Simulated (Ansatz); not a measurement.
TiGa2:
```
TiGa2
1.0
    0.00000     3.95724     4.60633
    2.65143     0.00000     4.60633
    2.65143     3.95724     0.00000
Ga Ti
4 2
Direct
  0.08713   0.41287   0.08713
  0.41287   0.08713   0.41287
  0.16287   0.83713   0.16287
  0.83713   0.16287   0.83713
  0.75000   0.75000   0.75000
  0.50000   0.50000   0.50000
```

Relaxed with r²SCAN. Special points in fractions of this cell's reciprocal vectors: Γ (0.000, 0.000, 0.000); Y (0.500, 0.000, 0.500); T (1.000, 0.500, 0.500); Z (0.500, 0.500, 0.000); Σ0 (0.000, 0.445, 0.445); U0 (1.000, 0.555, 0.555); C0 (0.500, 0.221, 0.721); A0 (0.500, 0.779, 0.279); L (0.500, 0.500, 0.500).

List the band energies nearest the Fermi level at these points for DFT-r²SCAN in the program Ansatz with PAW potentials.

In eV from the Fermi level; about four levels below and three above (degenerate sets whole), none deeper than 8.9 eV; points with the same levels are listed once.

```tsv
k	below	above
Γ	-1.98 -1.17 -1.01 -0.91	0.39 0.44 1.61
Y	-1.53 -1.53 -1.42 -1.42	0.17 0.17 1.41 1.41
T	-0.63 -0.63 -0.60 -0.60	0.46 0.46 1.18 1.18
Z	-1.66 -1.66 -0.72 -0.72	0.29 0.29 1.24 1.24
Σ0	-1.29 -1.03 -0.25 -0.02	0.32 0.62 1.14
C0	-1.35 -1.35 -0.87 -0.87	0.31 0.31 1.56 1.56
L	-1.36 -1.13 -0.81 -0.03	0.31 0.56 1.44
```

Space group Fddd. The start of the workflow was typed in or built on a structure type; neither database checked (COD, Materials Project) lists it. Its standing as an ambient phase is unchecked. The r²SCAN relaxation kept the symmetry of its start; its stability against distortions is not shown here. The run is not spin-polarised. Scalar-relativistic: spin–orbit coupling is off unless named, which matters more the heavier the elements.

Potentials: the later of the program's two PAW sets.
